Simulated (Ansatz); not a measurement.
Al$_{2}$Os:
```cif
data_Al2Os
_chemical_formula_sum 'Al2 Os1'
_space_group_name_H-M_alt 'P 1'
_space_group_IT_number 1
_cell_length_a 4.71623
_cell_length_b 4.71623
_cell_length_c 4.71623
_cell_angle_alpha 140.893
_cell_angle_beta 140.893
_cell_angle_gamma 56.500
loop_
_space_group_symop_operation_xyz
  'x, y, z'
loop_
_atom_site_label
_atom_site_type_symbol
_atom_site_fract_x
_atom_site_fract_y
_atom_site_fract_z
_atom_site_occupancy
Al1 Al 0.33870 0.33870 0.00000 1
Al2 Al 0.66130 0.66130 0.00000 1
Os1 Os 0.00000 0.00000 0.00000 1
```

Relaxed with r²SCAN.

Task: Tabulate the valence density and the electron localisation function along the shortest Os–Os contact (3.16 Å), r²SCAN in the plane-wave PAW code Ansatz.

Result: 

```tsv
distance from Os (Å)	density (e/Å³)	ELF
0.32	7.58	0.56
0.47	6.02	0.64
0.63	3.67	0.57
0.79	1.74	0.37
0.95	0.78	0.20
1.10	0.45	0.16
1.26	0.33	0.25
1.42	0.29	0.39
1.58	0.28	0.46
1.74	0.29	0.39
1.89	0.33	0.25
2.05	0.45	0.16
2.21	0.78	0.20
2.37	1.74	0.37
2.53	3.67	0.57
2.68	6.02	0.64
2.84	7.58	0.56
```

The density is the valence pseudo-density with augmentation charge, so density and ELF within about 1 Å of a nucleus are not all-electron values.

Space group I4/mmm (MoSi2 or CaC2 type). The workflow started from a Materials Project entry (that database holds measured and hypothetical structures alike); the Crystallography Open Database copy checked does not list it. Whether it is the stable phase at ambient conditions was not checked. The cell was relaxed with r²SCAN under the symmetry of its start; its stability against distortions is not shown here. The run is not spin-polarised. Spin–orbit coupling is left out wherever it is not named.

Potentials: the later of the program's two PAW sets.
